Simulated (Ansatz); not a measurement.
Ti (hcp (Mg type), P6_3/mmc) under volume change, plane-wave PAW r²SCAN (Ansatz code), shape and atoms relaxed at each volume.

| V (Å³/atom) | E − E(relaxed) (meV/atom) | P (GPa) |
|---|---|---|
| 15.749 | 58.7 | 12.93 |
| 16.269 | 24.9 | 8.03 |
| 16.788 | 5.9 | 3.75 |
| 17.307 | 0.0 | -0.01 |
| 17.826 | 5.5 | -3.31 |
| 18.345 | 21.0 | -6.19 |
| 18.865 | 45.2 | -8.71 |

**Question.** What does a third-order Birch–Murnaghan fit give for V₀, B₀ and B′?

**Answer.** V₀ = 17.31 Å³/atom, B₀ = 117 GPa, B′ = 3.4.

The r²SCAN relaxation kept the symmetry of its start; of distortions, only those at the zone centre were tested. The run is not spin-polarised.

Potentials: the later of the program's two PAW sets.
